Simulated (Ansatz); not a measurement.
# Clamped-ion strain scan in Mo

All numbers below come from DFT r2SCAN, scalar-relativistic, plane waves, PAW in Ansatz 0.2.0. The runs took a 500 eV cutoff, a Γ-centred 18×18×18 mesh and Gaussian smearing (0.15 eV). No spin polarisation. Energies are free energies at this smearing, counted from the undisturbed cell; pressure is positive in compression.

The undisturbed cell (as given, not relaxed at this level; it stands at 0.5 GPa; this form isn't the usual structure):

```xyz
1
Lattice="2.7355 0.0000 0.0000 -1.3678 2.3690 0.0000 0.0000 0.0000 2.5552" Properties=species:S:1:pos:R:3 pbc="T T T"
Mo    0.0000    0.0000    1.2776
```

The cell is strained by ε times the Voigt pattern (1, 1, 0, 0, 0, 0) (xx, yy, zz, yz, xz, xy; engineering shear) with fractional coordinates fixed. The cell is metallic on the mesh throughout.

```tsv
ε	ΔE (meV/atom)	stress summed along the pattern (GPa, tension positive)
-0.1000	847.3	-196.52
-0.0750	459.8	-134.59
-0.0500	199.1	-81.75
-0.0250	52.4	-38.21
0.0000	0.0	-4.53
0.0250	23.1	20.77
0.0500	104.7	38.92
0.0750	229.4	51.00
0.0875	303.7	55.18
0.1000	384.1	58.44
```